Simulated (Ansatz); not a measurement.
Kick test of a cell of Ta3TiGe8

The cell was found from a structure generator's guess, not taken from experiment.

Computed with DFT PBE, scalar-relativistic, plane waves, PAW (Ansatz 0.2.0). Cutoff 420 eV; k points 8×8×4 on the computed 12-atom cell (Γ-centred); Gaussian smearing, width 0.10 eV; no spin polarisation.

The cell below (12 atoms, space group C222 (No. 21)) is relaxed within its symmetry.

```xyz
12
Lattice="2.5292 -4.3854 0.0000 2.5292 4.3854 0.0000 0.0000 0.0000 8.8814" Properties=species:S:1:pos:R:3 pbc="T T T"
Ti    2.5292    0.0000    0.0000
Ta    1.2646    2.1927    6.6558
Ta    1.2646   -2.1927    2.2256
Ta    0.0000    0.0000    4.4407
Ge    3.7767   -0.7658    2.2015
Ge    1.2818   -0.7658    6.6799
Ge    1.2818    0.7658    2.2015
Ge    3.7767    0.7658    6.6799
Ge    2.5292   -1.4103    4.4407
Ge    2.5292    2.9907    0.0000
Ge    2.5292    1.4103    4.4407
Ge    2.5292   -2.9907    0.0000
```

For the test it was strained at random (σ = 1.5 % a component), the atoms were moved at random (σ = 0.10 Å), and all was relaxed again on a coarse 6×6×4 mesh (in the run’s order of axes) with 0.20 eV smearing, with no symmetry imposed.

These runs have no spin–orbit coupling, which can matter for Ta.

Question: What happens?

Answer: It returns, within 1 meV/atom of the unmoved cell on that mesh and with the same symmetry when read at 0.1 Å. So it is stable against the distortions that fit this cell and that this random move excites. Modes that don't fit the cell aren't tested.
